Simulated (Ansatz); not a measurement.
BaHCl, in the lowest among the structures calculated here: P4/nmm, origin choice 1 (No. 129), tP6; a = b = 4.400 Å, c = 7.237 Å, α = β = γ = 90.00°; Ba 2c (0.500, 0.000, 0.208); H 2a (0.000, 0.000, 0.000); Cl 2c (0.000, 0.500, 0.346). Computed with r2SCAN (plane waves to 500 eV, PAW, scalar-relativistic; Ansatz, a program for electronic structure). Element references, the lowest calculated here: Ba (Im-3m), H (Pa-3, a generated molecular cell), Cl (Cmce); gases are represented by their molecular solids.

### Question
Predict the formation energy of this P4/nmm form of BaHCl from the elements from r2SCAN.

### Answer
-1.82 eV/atom.

Static energies, no anion corrections, no zero-point energy. Values are rounded to 0.01 eV/atom. The compounds carry no spin polarisation.
